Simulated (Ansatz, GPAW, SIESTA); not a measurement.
## One calculation of Ge3Pd, 4 ways

```
CELL_PARAMETERS angstrom
4.14202 0.00000 0.00000
0.00000 4.14202 0.00000
0.00000 0.00000 4.14202
ATOMIC_POSITIONS crystal
Pd 0.00000 0.00000 0.00000
Ge 0.50000 0.50000 0.00000
Ge 0.50000 0.00000 0.50000
Ge 0.00000 0.50000 0.50000
```

The cell comes from a database or a generator and needn't be the stable form of this composition.

Alike in all runs: task equation of state; functional PBEsol; k mesh 7 × 7 × 7; occupations fermi-dirac, width 0.05 eV; no spin polarisation; no spin-orbit coupling.

```tsv
program and potentials	plane-wave cutoff (eV)	notes	equilibrium volume (Å³/atom)	bulk modulus (GPa)
Ansatz, Ansatz PAW	420	potentials made for PBE, which Ansatz adapts in part	16.85	102.2
SIESTA, files PseudoDojo sr-pbesol-0.4.1-standard, DZP (energy shift 0.003 Ry; two zetas on semicore shells)	-	atomic basis	17.09	92.4
GPAW, PAW data sets generated for this functional	600	-	16.86	103.9
Ansatz, all-electron LAPW, scalar-relativistic	-	-	16.86	102.8
```

The equilibrium volume spans 16.85 (Ansatz, Ansatz PAW) to 17.09 Å³/atom (SIESTA, files PseudoDojo sr-pbesol-0.4.1-standard, DZP (energy shift 0.003 Ry; two zetas on semicore shells)), with all-electron results at 16.86. The bulk modulus spans 92.4 (SIESTA, files PseudoDojo sr-pbesol-0.4.1-standard, DZP (energy shift 0.003 Ry; two zetas on semicore shells)) to 103.9 GPa (GPAW, PAW data sets generated for this functional), with all-electron results at 102.8. The bulk modulus of SIESTA, files PseudoDojo sr-pbesol-0.4.1-standard, DZP (energy shift 0.003 Ry; two zetas on semicore shells) lies far from the others; the cause wasn't traced. Rows in atomic bases carry the error of their basis and grid, which can be large.

Differences between rows come from potentials, basis sets and numerical settings, since the functional is the same but for its coding. Runs on potential files found faulty are left out.
